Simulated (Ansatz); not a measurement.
## AlRh (Pm-3m): from strained cells to moduli

```xyz
2
Lattice="2.9723 0.0000 0.0000 0.0000 2.9723 0.0000 0.0000 0.0000 2.9723" Properties=species:S:1:pos:R:3 pbc="T T T"
Al    0.0000    0.0000    0.0000
Rh    1.4862    1.4862    1.4862
```

The conventional cell has a = 2.972 Å, b = 2.972 Å, c = 2.972 Å, α = 90.00°, β = 90.00°, γ = 90.00°. Al (atom 1) is surrounded by 8 Rh at 2.57 Å. Rh (atom 2) has 8 Al at 2.57 Å as nearest neighbours.

Computed, not measured; unless marked otherwise by PBEsol, all-electron LAPW in Ansatz 0.2.0, scalar-relativistic. k mesh 14×14×14, Fermi-Dirac smearing of 0.100 eV, basis error target 0.5 meV/atom. The cell was relaxed by PAW under this functional. The structure is one entry of a database and needn't be the stable phase.

The cell is cubic and carries a residual pressure of 0.01 GPa at this level. Each strain component that symmetry leaves independent is applied at ±0.005, the ions relax wherever a strain frees them, and the stress (tension positive, GPa) is read. Shears are engineering strains, γ = 2ε.

```json
{"strain": "xx", "size": "-0.005", "σxx": "-1.6987", "σyy": "-0.7766", "σzz": "-0.7766", "σyz": "0.0000", "σxz": "0.0000", "σxy": "0.0000"}
{"strain": "xx", "size": "+0.005", "σxx": "1.5669", "σyy": "0.7571", "σzz": "0.7571", "σyz": "0.0000", "σxz": "0.0000", "σxy": "0.0000"}
{"strain": "yz", "size": "-0.005", "σxx": "-0.0158", "σyy": "-0.0140", "σzz": "-0.0140", "σyz": "-0.5978", "σxz": "0.0000", "σxy": "0.0000"}
{"strain": "yz", "size": "+0.005", "σxx": "-0.0158", "σyy": "-0.0140", "σzz": "-0.0140", "σyz": "0.5978", "σxz": "0.0000", "σxy": "0.0000"}
```

A central difference gives one constant, for example C11 ≈ (1.5669 − (-1.6987))/(0.01) = 326.6 GPa; the program then imposes the crystal's symmetry on the whole matrix.

**Question.** What are the independent elastic constants?

**Answer.** C11 = 326.6, C12 = 153.4, C44 = 119.6 GPa.

**Question.** Do they meet the Born conditions?

**Answer.** C11 − C12 = 173.2, C11 + 2C12 = 633.3 and C44 = 119.6 GPa must all be positive, so the crystal is elastically stable; that says nothing yet of its phonons.

**Question.** What moduli does a random aggregate of grains have?

**Answer.** B = (C11 + 2C12)/3 = 211.1 GPa. G_V = (C11 − C12 + 3C44)/5 = 106.4 and G_R = 5(C11 − C12)C44/(4C44 + 3(C11 − C12)) = 103.8, so G_H = 105.1 GPa. Then E = 9BG/(3B + G) = 270.3 GPa, ν = (3B − 2G)/(6B + 2G) = 0.287 and B/G = 2.01, on the ductile side of Pugh's 1.75 (a rule of thumb).

**Question.** With the density of 8.214 g/cm³, how fast does sound travel, and what Debye temperature follows?

**Answer.** 

```csv
direction,slow (m/s),middle (m/s),fast (m/s)
[100],3815,3815,6305
[110],3247,3815,6616
[111],3447,3447,6716
```

The mean of v⁻³ over directions and branches gives v_m = 3981 m/s and θ_D = (ħ/k_B) v_m (6π²n)^(1/3) = 502 K, n being atoms per volume. Young's modulus spans 229 to 302 GPa over directions, and the universal anisotropy index is 0.13.

**Question.** How far do the constants move if PAW replaces LAPW in the same cell?

**Answer.** 

```json
{"constant": "C11", "LAPW (GPa)": "326.6", "PAW (GPa)": "327.1", "difference": "0.5"}
{"constant": "C12", "LAPW (GPa)": "153.4", "PAW (GPa)": "153.8", "difference": "0.4"}
{"constant": "C44", "LAPW (GPa)": "119.6", "PAW (GPa)": "119.5", "difference": "-0.1"}
```

**Question.** What happens at 20 GPa (cell relaxed there)?

**Answer.** The volume falls to 0.9240 of its value, and C11 = 456.3, C12 = 217.7, C44 = 159.1 GPa (slopes of the stress), in this structure whether or not another phase takes over.

Limits of these numbers: responses of metals move with mesh and smearing; the frozen-core PAW files of the compared runs were fitted under PBE, their cores solved anew for this functional.
